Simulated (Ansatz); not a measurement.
ZnSe built on the zincblende prototype, relaxed with r2SCAN, was run in the plane-wave code Ansatz under altered settings. All numbers are computed, without spin polarisation but where a row says otherwise.

```yaml
crystal:
  lattice:
    - [0.00000, 2.83242, 2.83242]
    - [2.83242, 0.00000, 2.83242]
    - [2.83242, 2.83242, 0.00000]
  atoms:
    - { symbol: Zn, position: [0.00000, 0.00000, 0.00000] }
    - { symbol: Se, position: [0.25000, 0.25000, 0.25000] }
```

The base run's other keys:
```yaml
kpoints:
  mp_grid: { grid: [6, 6, 6] }
hamiltonian:
  xc: r2scan
scf:
  occupations: { method: fixed }
  n_extra_bands: 4
```

It takes 7 iterations with 1139 plane waves at 500 eV and 16 k points, and leaves a mean stress of +0.04 GPa. The gap over this mesh is 1.868 eV.

Outcomes, with energy and stress as changes against the base:
```
                                 setting            outcome  ΔF (meV/atom)  Δ mean stress (GPa)  gap on the mesh (eV)  iterations
                      scf.mixing.ndim: 1          converged            0.0                 0.00                 1.868          18
  kpoints.mp_grid.shift: [0.5, 0.5, 0.5]  converged, warned           -2.2                -0.02                 2.486           7
                          accuracy: high          converged            0.0                 0.00                 1.868           9
                        basis.ecutwfc: 0            refused              –                    –                     –           –
                        basis.xc_grid: 3          converged           +0.1                 0.00                 1.868           7
        scf.mixing.preconditioner: resta          converged            0.0                 0.00                 1.868           7
                      basis.ecutwfc: 500          converged            0.0                 0.00                 1.868           7
                    scf.n_extra_bands: 1          converged            0.0                 0.00                 1.868           7
magnetization.initial_magnetization: 0.5            refused              –                    –                     –           –
  scf.occupations: methfessel_paxton 0.5          converged            0.0                 0.00                 1.868           7
                       basis.ecutwfc: 40      not converged              –                    –                     –           9
                 basis.ecutrho_ratio: 12          converged           -0.1                 0.00                 1.868           7
hamiltonian.xc: lda (cutoff then 420 eV)          converged              –                -3.33                 1.035           6
                    hamiltonian.xc: scan            refused              –                    –                     –           –
```
A dash marks a value that wasn't obtained or can't be compared. Stress is positive in compression. Its mean hides that meshes of lower symmetry stress the axes unequally.

- kpoints.mp_grid.shift: [0.5, 0.5, 0.5]. The free energy moves by -2.2 meV an atom, the mean stress by -0.02 GPa and the gap on the mesh by +0.618 eV (to 2.486). The mesh breaks the crystal's symmetry, so the stress, and any force that symmetry no longer fixes, lose it too. The gap changes mostly because other points are sampled; a mesh that misses a band edge overestimates it. Warned: symmetry narrowed by mesh.
- basis.ecutwfc: 0. The program doesn't start. Error: invalid value for `basis.ecutwfc`: must be finite and > 0; got 0 eV
- magnetization.initial_magnetization: 0.5. It is rejected at once. Error: inconsistent input (scf.occupations.method, magnetization): a σ = 0 step fill (method: fixed, or a smearing width below the step floor) with no hard lock on the total moment puts the same N_el/2 bands in each spin channel, which gives a total moment of zero, but the starting moments sum to +0.5000 μB […]
- basis.ecutwfc: 40. The loop closes, but the program refuses the state that it reached. Error: refused after 9 iterations: one_centre_occupation = 3.04e0 (threshold 2.00e0); read on the Zn atom at site 0 (counted from 0), in its partial waves of l = 0. The loop had accepted its state. The figure is how many electrons the atom's PAW partial-wave expansion lays in one spin orbital inside its sphere. […]
- hamiltonian.xc: lda. The cutoff follows the functional, from 500 to 420 eV. The mean stress moves by -3.33 GPa and the gap on the mesh by -0.833 eV (to 1.035). It's another functional on the same cell, so totals aren't comparable.
- hamiltonian.xc: scan. It is rejected at once. Error: YAML parse error: line 12 column 7: hamiltonian.xc: unknown variant `scan`, expected one of […]

Within 1 meV an atom, 0.1 GPa and 0.005 eV of the base stay: scf.mixing.ndim: 1; accuracy: high; basis.xc_grid: 3; scf.mixing.preconditioner: resta; basis.ecutwfc: 500; scf.n_extra_bands: 1; scf.occupations: methfessel_paxton 0.5; basis.ecutrho_ratio: 12.

Spin-orbit coupling is left out.
